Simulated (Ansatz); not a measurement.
Values for one crystal, relaxed and computed with DFT-PBE in the program Ansatz with PAW potentials; other levels are named.

| Property | Result |
|---|---|
| Volume per atom | 23.24 Å³ |
| Band gap | 0.68 eV (direct) |
| Hole effective mass with spin–orbit coupling, band 2 of 2 at the edge | 0.081 along z (mₑ) |
| Gap with spin–orbit coupling | 0.66 eV |
| Hole effective mass with spin–orbit coupling, band 1 of 2 at the edge | 0.39 along z (mₑ) |
| Hole effective mass, band 2 of 3 at the edge | 0.056 along x, 0.40 along z (mₑ) |
| Hole effective mass, band 1 of 3 at the edge | 0.39 along x, 0.40 along z (mₑ) |

Question: Which of these materials gives this?
A. ZnSnP2, chalcopyrite
B. ZnGeP2, chalcopyrite
C. BP, zinc blende
D. ZnS, wurtzite

Answer: A, ZnSnP2, chalcopyrite

Space group I-42d (chalcopyrite). The PBE relaxation kept the symmetry of its start. Spin–orbit coupling is left out wherever it is not named.

Potentials: the later of the program's two PAW sets.
